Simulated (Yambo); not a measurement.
Cs$_{2}$KYCl$_{6}$ (space group Fm-3m, No. 225), G0W0@PBEsol in Yambo with this input:

```
rim_cut
gw0
dyson
el_el_corr
HF_and_locXC
ppa
em1d
RandQpts= 1000000
RandGvec= 1 Ry
EXXRLvcs= 74 Ry
VXCRLvcs= 296 Ry
Chimod= "HARTREE"
% BndsRnXp
 2 | 372 |
%
NGsBlkXp= 6 Ry
% LongDrXp
 1.0 | 1.0 | 1.0 |
%
PPAPntXp= 27.2114 eV
% GbndRnge
 1 | 372 |
%
GTermKind= "BG"
DysSolver= "n"
ExtendOut
```

On a 2×2×2 mesh, with wavefunctions cut at 74 Ry, the gap (Γ → Γ) is 7.544 eV and the valence edge shifts by -1.845 eV.

### Question
What happens with this change: 5 Ry block?

### Answer
The gap falls by 0.031 eV, to 7.513 eV; the shift of the valence edge becomes -1.819 eV. Neither run is shown to be the converged limit.

Geometry of the Materials Project entry, not relaxed at this level; primitive cell a = b = c = 8.029 Å, α = β = γ = 60.00°.

The structure is a Materials Project entry; no match was found in the copy of COD used, and its stability was not checked.

A shift is the quasiparticle energy of the state minus its PBEsol energy.
